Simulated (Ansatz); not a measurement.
The relaxed structure here is a generated cell of Ba: the first start was made by placing the elements on the sites of a structure type, and the end was not matched to a known phase here, so it may be hypothetical. Known forms of Ba include space group No. 229.

A relaxed cell of Ba (Pm-3n (No. 223)), relaxed on a k-mesh at least as fine as the one used below. All values below come from PBE (plane waves to 420 eV, PAW, scalar-relativistic; Ansatz, a first-principles code). Γ-centred k-mesh 4×4×4 on the run's cell (coarser than for final values), Fermi–Dirac smearing 0.05 eV.

```yaml
crystal:
  lattice:
    - [8.01934, 0.00000, 0.00000]
    - [0.00000, 8.01934, 0.00000]
    - [0.00000, 0.00000, 8.01934]
  atoms:
    - { symbol: Ba, position: [0.25000, 0.00000, 0.50000] }
    - { symbol: Ba, position: [0.75000, 0.00000, 0.50000] }
    - { symbol: Ba, position: [0.00000, 0.50000, 0.25000] }
    - { symbol: Ba, position: [0.00000, 0.50000, 0.75000] }
    - { symbol: Ba, position: [0.50000, 0.25000, 0.00000] }
    - { symbol: Ba, position: [0.50000, 0.75000, 0.00000] }
    - { symbol: Ba, position: [0.00000, 0.00000, 0.00000] }
    - { symbol: Ba, position: [0.50000, 0.50000, 0.50000] }
```

Every atom was then displaced, and the forces became (eV/Å):

```csv
atom,Fx,Fy,Fz
Ba1,0.06,0.15,0.01
Ba2,-0.06,0.09,0.12
Ba3,0.19,-0.02,-0.21
Ba4,0.06,-0.05,0.16
Ba5,-0.13,0.06,-0.06
Ba6,0.03,-0.01,0.16
Ba7,0.05,0.00,-0.09
Ba8,-0.19,-0.22,-0.09
```

Q: Which atom was moved farthest relative to the others, and in which direction?

A: Ba8, by (0.13, 0.17, 0.04) Å (0.22 Å, mean shift removed); the next is Ba3 with 0.14 Å. Its force makes an angle of 174° with its move.

All displacements (Å):

```csv
atom,ux,uy,uz
Ba1,-0.035,-0.029,-0.058
Ba2,-0.002,0.048,-0.141
Ba3,-0.108,0.035,0.058
Ba4,0.007,0.049,-0.032
Ba5,0.084,-0.012,0.027
Ba6,-0.071,0.004,-0.160
Ba7,-0.048,0.009,-0.023
Ba8,0.128,0.212,0.003
```

No spin polarisation in the result.

The run that gave the undisplaced cell could not lose the symmetry of its start: the end is stationary, and may be a saddle point rather than a minimum.
